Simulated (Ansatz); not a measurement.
Values for one crystal, relaxed and computed with the program Ansatz at the PBEsol level (PAW); other levels are named.

| Quantity | Value |
|---|---|
| Volume per atom | 19.21 Å³ |
| Band gap | 2.09 eV (direct) |
| Conduction-band minimum | at Γ |
| Hole effective mass, band 1 of 2 at the edge | 1.5 along x, 1.4 along z (mₑ) |
| Pressure derivative B′ | 4.4 |
| Valence-band maximum | at Γ |
| HSE06 gap on the PBEsol cell | 3.47 eV |

### Question
Which compound is it?
A. MgS2, C2/m (Mg on 2d, S on 4i)
B. ZnS, P6_3mc (Pearson symbol hP40)
C. WO3, P2_1/c (W on 4e, O on 4e, O on 4e, O on 4e)
D. ZnSnO3, R3c (Zn on 6a, Sn on 6a, O on 18b)

### Answer
B, ZnS, P6_3mc (Pearson symbol hP40)

The first step of the workflow began from a Materials Project structure, measured or hypothetical. Its sites differ from those of the usual phase in this space group: another stacking or structure type. The cell was relaxed with PBEsol under the symmetry of its start; whether a distortion lowers the energy is not shown.

Potentials: the later of the program's two PAW sets.
